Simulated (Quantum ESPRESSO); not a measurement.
One change at a time to Al2MgRh2Ru2Zr

Calculated results; nothing here was measured. They come from Quantum ESPRESSO 7.5, a public plane-wave density functional program. Each row is one single-point run on a made-up periodic cell of eight metal atoms, with elements, volume, strain and displacements drawn at random and not relaxed, so a cell may be unstable or far from any real phase. There is no spin polarisation or spin-orbit coupling.

Settings: PBE unless stated; PseudoDojo standard norm-conserving files; Fermi-Dirac width 0.25 eV, which means electrons at about 2900 K; cutoff 1197 eV; 5 x 5 x 4 k mesh shifted half a step off Gamma. E is the free energy of the whole cell (internal energy minus TS), so a -TS column is already part of it. Stress is positive in tension, and the pressure P is minus a third of its trace.

Checks: one run of this series was repeated at a higher cutoff and on a denser mesh, which moved values by no more than 0.002 eV, 0.06 GPa and 0.007 eV/Å, and a second program with other atomic files agreed on it to 2 % rms in force and 0.5 GPa in pressure. Known limits: a spin test at this wide smearing found no moment, but such smearing suppresses magnetism that the real alloy may have.

The lattice is hexagonal close-packed, and the cell vectors in Å are (4.366, -2.571, 0.051); (-2.956, 0.015, -4.837); (2.919, 5.158, 0.006), a volume of 144.38 Å³ in run 1. The elements on sites 1 to 8 are Rh Rh Ru Al Mg Zr Ru Al. Each later run makes one change to run 1 and keeps the rest. E is counted from run 1, and is n/a where other atomic files have another zero of energy.

```
run                           change  V (Å³)  P (GPa)  -TS (eV)  rms force (eV/Å)  largest change of a force component (eV/Å)  E (eV)
  1                             none  144.38   -14.00    -1.612             1.103                                       0.000   0.000
  2          sites 1 and 6 exchanged  144.38   -14.32    -1.606             0.701                                       2.150  -0.518
  3    all lengths scaled by +1.28 %  150.00   -16.65    -1.692             1.003                                       0.326       ?
  4           PBEsol in place of PBE  144.38   -18.25    -1.613             1.090                                       0.126     n/a
  5                     Ag on site 2  144.38    -9.85    -1.402             0.969                                       0.656     n/a
  6  site 8 moved by +0.09 Å along y  144.38   -13.58    -1.610             1.119                                       0.222   0.085
```

## Worked estimate

Along a uniform scaling dE = -P dV. The mean of the two pressures is -15.325 GPa and the volume changes by 5.62 Å³, with 160.2 GPa to one eV/Å³. The same two rows give -V dP/dV = 69 GPa for this cell with clamped atoms, which is not the bulk modulus of a real alloy.

## Withheld value

Question: what E should run 3 give?

The estimate is 0.538 eV. The calculation gave 0.538 eV.
